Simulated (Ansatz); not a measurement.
Input and command of a calculation in Ansatz (plane waves; scalar-relativistic PAW potentials unless the input names others):

```yaml
crystal:
  lattice:
    - [4.1537001214, 0.0, 0.0]
    - [-2.0768500607, 3.5972098248, 0.0]
    - [0.0, 0.0, 7.13648]
  atoms:
    - { symbol: Mg, position: [0.0, 0.0, 0.0] }
    - { symbol: I, position: [0.3333333333, 0.6666666667, 0.75763] }
    - { symbol: I, position: [0.6666666667, 0.3333333333, 0.24237] }
basis:
  ecutwfc: 420
kpoints:
  mp_grid: { grid: [1, 1, 1] }
hamiltonian:
  xc: pbe
  dispersion: d3bj
scf:
  occupations: { method: gaussian, width: 0.05 }
  max_iter: 75
output:
  forces: true
  eigenvalues: true
  stress: true
```

```bash
ansatz run input.yaml --threads 1 --pin off --max-ram 1228MiB --backend cpu --events-out ev --progress --plain --runs-dir out
```

Abridged log:
```
Basis set: ecut = 420 eV, 2033 PW (Γ), exchange–correlation on 60×60×96 points (8 copies of the dense FFT grid, shifted against one another)
Bands: 27, of which v1, the nominal top of the filled ones, is band 22 counted from 1 (21 counted from 0)
Symmetry: 12 space group operations
k-points: 1
SCF iter   1: F=—  HF=-16944.808711 eV  |F-HF|=—  |Δ(HF+E_count)|=         —  Δρ=2.64e-2  dr2=1.43e0  ethr=1.77e-3  ⟨swp⟩=8.0  Hψ=136  notcnv=0
SCF iter   2: F=—  HF=-16944.587870 eV  |F-HF|=—  |Δ(HF+E_count)|=   2.21e-1  Δρ=1.45e-2  dr2=3.61e-1  ethr=1.77e-3  ⟨swp⟩=3.0  Hψ=45  notcnv=0  defer=1
SCF iter   3: F=—  HF=-16944.599682 eV  |F-HF|=—  |Δ(HF+E_count)|=   1.18e-2  Δρ=3.76e-3  dr2=2.22e-2  ethr=8.21e-4  ⟨swp⟩=3.0  Hψ=39  notcnv=0
automatic band count: iteration 3 solves 26 bands in place of 27: the levels show a gap, and the empty bands left out lie too high to hold charge; the band table lists the bands solved (type scf.n_extra_bands for more)
SCF iter   4: F=—  HF=-16944.606583 eV  |F-HF|=—  |Δ(HF+E_count)|=   6.90e-3  Δρ=1.05e-3  dr2=1.56e-3  ethr=5.04e-5  ⟨swp⟩=2.0  Hψ=38  notcnv=0
SCF iter   5: F=—  HF=-16944.607370 eV  |F-HF|=—  |Δ(HF+E_count)|=   7.86e-4  Δρ=3.22e-4  dr2=1.32e-4  ethr=3.55e-6  ⟨swp⟩=3.0  Hψ=46  notcnv=0
SCF iter   6: F=—  HF=-16944.607353 eV  |F-HF|=—  |Δ(HF+E_count)|=   1.62e-5  Δρ=6.99e-5  dr2=5.55e-6  ethr=2.99e-7  ⟨swp⟩=2.0  Hψ=44  notcnv=0
SCF iter   7: F=—  HF=-16944.607200 eV  |F-HF|=—  |Δ(HF+E_count)|=   1.53e-4  Δρ=1.66e-5  dr2=6.06e-7  ethr=1.26e-8  ⟨swp⟩=3.0  Hψ=44  notcnv=0
SCF iter   8: F=-16944.607201 eV  HF=-16944.607201 eV  |F-HF|=1.14e-8  |Δ(HF+E_count)|=   5.18e-7  Δρ=4.33e-6  dr2=2.74e-8  ethr=2.27e-10  ⟨swp⟩=8.0  Hψ=117  notcnv=0
SCF 1 converged in 8 iterations: F = -16944.607201 eV  dr2 = 2.74e-8
SCF converged after 8 iterations
Free energy (F): -16944.607201 eV
Harris-Foulkes:  -16944.607201 eV  (|F-HF|=1.14e-8)
Internal energy: -16944.607201 eV  (E = F + TS)
E sigma→0 (E₀):  -16944.607201 eV
Fermi energy:    6.770846 eV
  E_disp       = -0.892282  (pairwise vdW)
--- Forces (eV/Å), atoms counted from 1 ---
  atom   1  Mg     0.00000000     0.00000000     0.00000000
  atom   2  I      0.00000000     0.00000000     0.19275203
  atom   3  I      0.00000000     0.00000000    -0.19275203
--- Stress (GPa, compression-positive) ---
       26.382304       0.000000       0.000000
        0.000000      26.382304       0.000000
        0.000000       0.000000       6.072264
  P = ⅓ Tr σ = 19.6123 GPa (196.123 kbar)
```

Q: What is wrong with this input?

A: The fault is one k-point for a small cell (kpoints.mp_grid.grid: [6, 6, 4] → [1, 1, 1], the first being the value of the sound run). Setting it back cures it. The run converged all the same, with an energy at zero smearing 3.0 eV/atom above the reference's, pressure 19.61 GPa, largest force 0.193 eV/Å, gap on the mesh 3.31 eV, so convergence alone doesn't show that an input is right. A reference run from the same start on usual settings converged with pressure -1.30 GPa, largest force 0.249 eV/Å, gap on the mesh 3.47 eV.